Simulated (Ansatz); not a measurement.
Ta$_{2}$C in space group P-3m1 (No. 164; Ta on 2d, C on 1a) under volume change, the program Ansatz at the LDA level (PAW), shape and atoms relaxed at each volume.

| V (Å³/atom) | E − E(relaxed) (meV/atom) | P (GPa) |
|---|---|---|
| 12.157 | 112.8 | 32.54 |
| 12.558 | 47.5 | 20.02 |
| 12.958 | … | … |
| 13.359 | 0.0 | 0.00 |
| 13.760 | 10.1 | -7.87 |
| 14.161 | 38.4 | -14.53 |
| 14.561 | … | … |

Task: Complete the blanks.

Result: 
- 14.561, E − E(relaxed) (meV/atom): 81.9
- 14.561, P (GPa): -20.15
- 12.958, E − E(relaxed) (meV/atom): 11.2
- 12.958, P (GPa): 9.23

Task: What does a third-order Birch–Murnaghan fit give for V₀, B₀ and B′?

Result: V₀ = 13.36 Å³/atom, B₀ = 282 GPa, B′ = 4.3.

The first step of the workflow began from a Materials Project structure, measured or hypothetical; the Crystallography Open Database files this formula in space group No. 164, but the cells were not matched. Its standing as an ambient phase is unchecked. The LDA relaxation kept the symmetry of its start; of distortions, only those at the zone centre were tested. No spin polarisation was allowed. Scalar-relativistic: spin–orbit coupling is off unless named, which matters more the heavier the elements.

Potentials: the later of the program's two PAW sets.
